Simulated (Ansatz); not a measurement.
BP (zinc blende): frozen-phonon scan

BP (zinc blende)

```yaml
crystal:
  lattice:
    - [0.00000, 4.54829, 4.54829]
    - [2.27414, 2.27414, 4.54829]
    - [2.27414, 2.27414, 0.00000]
  atoms:
    - { symbol: P, position: [0.00000, 0.75000, 0.75000] }
    - { symbol: P, position: [0.50000, 0.75000, 0.75000] }
    - { symbol: B, position: [0.00000, 0.00000, 0.00000] }
    - { symbol: B, position: [0.50000, 0.00000, 0.00000] }
```

The atoms are displaced by Q × the pattern below (from a DFPT mode at X = (0.5, 0.5, 0.0), largest move 1; Q in Å), at fixed cell. It is one choice among 2 degenerate patterns. (q is in reciprocal vectors of the primitive cell; the cell shown is doubled to hold the pattern.)

```tsv
atom	x	y	z
P1	0.000	1.000	0.000
P2	0.000	-1.000	0.000
B3	0.800	0.000	0.000
B4	-0.800	0.000	0.000
```

Level of theory: PBE (plane waves to 420 eV, PAW, scalar-relativistic; Ansatz, a quantum-chemistry and plane-wave program). k mesh 12×12×12 (Γ-centred), Fermi-Dirac smearing 0.05 eV. E stands for the smeared free energy. Compression counts positive. BP was relaxed with its symmetry unable to fall. The PAW data are Ansatz's earlier set. The zero of ΔE is the undisplaced structure.

| Q (Å) | ΔE (eV/cell) | P (GPa) | −dE/dQ from forces (eV/Å) |
|---|---|---|---|
| -0.100 | 0.1369 | -0.41 | 2.738 |
| -0.083 | 0.0951 | -0.29 | 2.282 |
| -0.067 | 0.0609 | -0.18 | 1.826 |
| -0.050 | 0.0342 | -0.10 | 1.369 |
| -0.033 | 0.0152 | -0.05 | 0.913 |
| -0.017 | 0.0038 | -0.01 | 0.456 |
| 0.000 | 0.0000 | 0.00 | 0.000 |
| 0.017 | 0.0038 | -0.01 | -0.456 |
| 0.033 | 0.0152 | -0.05 | -0.913 |
| 0.050 | 0.0342 | -0.10 | -1.369 |
| 0.067 | 0.0609 | -0.18 | -1.826 |
| 0.083 | 0.0951 | -0.29 | -2.282 |
| 0.100 | 0.1369 | -0.41 | -2.738 |

What the scan shows:

Energy at Q = 0.100 Å: 136.9 meV/cell
Space group of the distorted cell: C222_1 (No. 20), lowered from F-43m
Symmetry of the curve: even: the same for both signs
Shape of the curve: a single well with its minimum at or next to zero displacement
Harmonic wavenumber from the curvature (finite differences): 313 cm⁻¹
Wavenumber by perturbation theory (DFPT, on another k mesh): 313 cm⁻¹

(A displaced cell: forces are minus the slopes of the energy, force constants its curvatures, and phonons follow from these.)
